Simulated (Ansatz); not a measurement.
MgTiNO in space group P4/nmm (No. 129; Pearson symbol tP16) at seven volumes, plane-wave PAW r²SCAN (Ansatz code), shape and atoms relaxed at each. One row is withheld.

```tsv
V (Å³/atom)	P (GPa)
8.598	25.27
8.882	?
9.165	7.10
9.449	0.01
9.732	-5.99
10.016	-11.02
10.299	-15.19
```

Q: Fit the shown pressures and predict the withheld one.

A: Third-order Birch–Murnaghan: P = (3/2)B₀(x^(7/2) − x^(5/2))[1 + (3/4)(B′ − 4)(x − 1)] with x = (V₀/V)^(2/3). Least squares on the six rows gives V₀ = 9.449 Å³/atom, B₀ = 215.5 GPa, B′ = 4.60. At V = 8.882, x = 1.0421 and P = 15.38 GPa. The run itself gave 15.45 GPa.

The start of the workflow was typed in or built on a structure type; neither database checked (COD, Materials Project) lists it. Whether it is the stable phase at ambient conditions was not checked. Symmetry was held in the r²SCAN relaxation; whether a distortion lowers the energy is not shown. The workflow began spin-polarised and lost its moments.

Potentials: the earlier of the program's two PAW sets.
